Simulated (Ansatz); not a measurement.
Geometry optimisation in Ansatz: input, command and trajectory.

```yaml
crystal:
  lattice:
    - [5.1536803841, 0.0, 0.0]
    - [-2.5768401921, 4.4632181357, 0.0]
    - [0.0, 0.0, 3.2761459202]
  atoms:
    - { symbol: W, position: [0.3333333333, 0.6666666667, 0.5] }
    - { symbol: W, position: [0.6666666667, 0.3333333333, 0.5] }
    - { symbol: I, position: [0.0, 0.0, 0.0] }
basis:
  ecutwfc: 420
kpoints:
  mp_grid: { grid: [6, 6, 6] }
hamiltonian:
  xc: pbe
scf:
  occupations: { method: gaussian, width: 0.1 }
  lower_state_search: "off"
output:
  forces: true
  stress: true
  eigenvalues: true
relax:
  adjacent_minimum: "off"
  f_tol: 0.04
  max_steps: 70
  cell: { stress_tol: 0.4 }
```

```bash
ansatz run input.yaml --threads 1 --pin off --max-ram 2560MiB --backend cpu --events-out ev --progress --plain --runs-dir out
```

Computed with Ansatz 0.2.0, DFT PBE, scalar-relativistic, plane waves, PAW.

Of 7 frames 7 are shown, positions in Å and forces in eV/Å; the SCF threshold varies from step to step. Steps run on the plane waves of an earlier cell, with a Pulay correction in the pressure. The basis is chosen afresh for the last frame, the zero of the energies, and at times for earlier ones too; energy and pressure step there, also at an unchanged geometry.

```xyz
3
Lattice="5.1537 0.0000 0.0000 -2.5768 4.4632 0.0000 0.0000 0.0000 3.2761" Properties=species:S:1:pos:R:3:forces:R:3 pbc="T T T" step=1 free_energy_over_end_meV_per_atom=523.45 pressure_GPa=-20.93
W     0.0000    2.9755    1.6381    0.0000    0.0000    0.0000
W     2.5768    1.4877    1.6381    0.0000    0.0000    0.0000
I     0.0000    0.0000    0.0000    0.0000    0.0000    0.0000
3
Lattice="4.9023 0.0000 0.0000 -2.4511 4.2455 0.0000 0.0000 0.0000 3.1875" Properties=species:S:1:pos:R:3:forces:R:3 pbc="T T T" step=2 free_energy_over_end_meV_per_atom=164.72 pressure_GPa=-13.48
W     0.0000    2.8303    1.5937    0.0000    0.0000    0.0000
W     2.4511    1.4152    1.5937    0.0000    0.0000    0.0000
I     0.0000    0.0000    0.0000    0.0000    0.0000    0.0000
3
Lattice="4.6511 0.0000 0.0000 -2.3255 4.0280 0.0000 0.0000 0.0000 3.1631" Properties=species:S:1:pos:R:3:forces:R:3 pbc="T T T" step=3 free_energy_over_end_meV_per_atom=20.68 pressure_GPa=-0.32
W     0.0000    2.6853    1.5815    0.0000    0.0000    0.0000
W     2.3255    1.3427    1.5815    0.0000    0.0000    0.0000
I     0.0000    0.0000    0.0000    0.0000    0.0000    0.0000
3
Lattice="4.5262 0.0000 0.0000 -2.2631 3.9198 0.0000 0.0000 0.0000 3.3205" Properties=species:S:1:pos:R:3:forces:R:3 pbc="T T T" step=4 free_energy_over_end_meV_per_atom=6.26 pressure_GPa=3.06
W     0.0000    2.6132    1.6602    0.0000    0.0000    0.0000
W     2.2631    1.3066    1.6602    0.0000    0.0000    0.0000
I     0.0000    0.0000    0.0000    0.0000    0.0000    0.0000
3
Lattice="4.5909 0.0000 0.0000 -2.2955 3.9759 0.0000 0.0000 0.0000 3.2791" Properties=species:S:1:pos:R:3:forces:R:3 pbc="T T T" step=5 free_energy_over_end_meV_per_atom=-0.35 pressure_GPa=-0.54
W     0.0000    2.6506    1.6396    0.0000    0.0000    0.0000
W     2.2955    1.3253    1.6396    0.0000    0.0000    0.0000
I     0.0000    0.0000    0.0000    0.0000    0.0000    0.0000
3
Lattice="4.5776 0.0000 0.0000 -2.2888 3.9643 0.0000 0.0000 0.0000 3.2917" Properties=species:S:1:pos:R:3:forces:R:3 pbc="T T T" step=6 free_energy_over_end_meV_per_atom=-0.73 pressure_GPa=0.03
W     0.0000    2.6429    1.6458    0.0000    0.0000    0.0000
W     2.2888    1.3214    1.6458    0.0000    0.0000    0.0000
I     0.0000    0.0000    0.0000    0.0000    0.0000    0.0000
3
Lattice="4.5776 0.0000 0.0000 -2.2888 3.9643 0.0000 0.0000 0.0000 3.2917" Properties=species:S:1:pos:R:3:forces:R:3 pbc="T T T" step=7 free_energy_over_end_meV_per_atom=0.00 pressure_GPa=0.01
W     0.0000    2.6429    1.6458    0.0000    0.0000    0.0000
W     2.2888    1.3214    1.6458    0.0000    0.0000    0.0000
I     0.0000    0.0000    0.0000    0.0000    0.0000    0.0000
```

The start puts this composition into another compound's structure type, which needn't suit it. At the end the space group is P6/mmm (tolerance 0.05 Å).

The run took 34 s on 1 thread of Intel(R) Xeon(R) Platinum 8259CL CPU @ 2.50GHz (Skylake/Cascade Lake), on a shared host, peak memory 0.44 GiB.

The k mesh is coarse. Spin–orbit coupling is left out, which can shift energies with elements as heavy as these. Spin polarisation was left out, and a magnetic state may lie lower.